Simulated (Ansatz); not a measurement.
AsPdSe:
```
CELL_PARAMETERS angstrom
      6.07794     0.00000     0.00000
      0.00000     6.07794     0.00000
      0.00000     0.00000     6.07794
ATOMIC_POSITIONS crystal
  Pd 0.00567 0.00567 0.00567
  Pd 0.49433 0.99433 0.50567
  Pd 0.50567 0.49433 0.99433
  Pd 0.99433 0.50567 0.49433
  As 0.61802 0.61802 0.61802
  As 0.88198 0.38198 0.11802
  As 0.11802 0.88198 0.38198
  As 0.38198 0.11802 0.88198
  Se 0.38498 0.38498 0.38498
  Se 0.11502 0.61502 0.88498
  Se 0.88498 0.11502 0.61502
  Se 0.61502 0.88498 0.11502
```

Relaxed with PBEsol. Special points in fractions of this cell's reciprocal vectors: Γ (0.000, 0.000, 0.000); X (0.000, 0.500, 0.000); M (0.500, 0.500, 0.000); R (0.500, 0.500, 0.500); X1 (0.500, 0.000, 0.000).

List the band energies nearest the Fermi level at these points for PBEsol in the plane-wave PAW code Ansatz.

In eV from the Fermi level; about four levels below and three above (degenerate sets whole), none deeper than 8.9 eV; points with the same levels are listed once.

```
k                                below                above
-  -----------------------------------  -------------------
Γ  -1.95 -1.95 -1.95 -0.75 -0.75 -0.75  0.84 2.12 2.12 2.12
X              -1.86 -1.86 -0.14 -0.14  0.52 0.52 1.29 1.29
M              -1.55 -1.55 -1.38 -1.38  0.26 0.26 0.43 0.43
R              -0.95 -0.95 -0.95 -0.95  1.33 1.33 1.33 1.33
```

Space group P2_13. The workflow started from an entry of the Crystallography Open Database (COD). Whether it is the stable phase at ambient conditions was not checked. The PBEsol relaxation kept the symmetry of its start; whether a distortion lowers the energy is not shown. No spin polarisation was allowed. Scalar-relativistic: spin–orbit coupling is off unless named, which matters more the heavier the elements.

Potentials: the later of the program's two PAW sets.
